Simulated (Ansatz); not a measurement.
MoS2 (3R-MoS2 type, space group R3m)

```
MoS2
1.0
    1.57661     0.91026     5.99789
   -1.57661     0.91026     5.99789
    0.00000    -1.82051     5.99789
Mo S
1 2
Direct
  0.00002   0.00002   0.00002
  0.75353   0.75353   0.75353
  0.57975   0.57975   0.57975
```

In each cell atom 1 (Mo, nearest neighbour S at 2.399 Å; its periodic images, 3.2 Å or more away, move with it) moves by s·(0.577, 0.577, 0.577) (along Cartesian [111]), the rest being held.

The numbers are results of PBE-D3(BJ) (plane waves to 420 eV, PAW, scalar-relativistic; Ansatz, a program for electronic structure), not measurements. k mesh 10×10×10 (Γ-centred), Fermi-Dirac smearing 0.05 eV. E stands for the smeared free energy. MoS2 is run without spin polarisation. MoS2 was relaxed with its symmetry unable to fall. The PAW data are Ansatz's earlier set. This is one of several known forms of MoS2; the measured ambient cells at hand have space group No. 194. The zero of ΔE is the undisplaced structure.

```
s (Å)   ΔE (meV/cell)
------  -------------
-0.240            675
-0.192            433
-0.144            244
-0.096            109
-0.048             27
0.000               0
0.048              27
0.096             110
0.144        withheld
0.192             443
0.240             697
```

Task: Fit a polynomial form (powers 2, 3, 4) to the given rows and predict ΔE at s = 0.144.

Result: Least squares on the 10 given rows: ΔE = (11850)·s² + (775.2)·s³ + (1075)·s⁴, in meV/cell with s in Å; root-mean-square residual 0.3 meV/cell. At 0.144 the fit gives 248 meV/cell; the calculation gives 248 meV/cell, the same to the digits shown. The quadratic term alone would give 246 meV/cell.

(For displaced atoms, the force is minus the slope of the energy, and its curvature is a force constant, which sets phonon frequencies.)
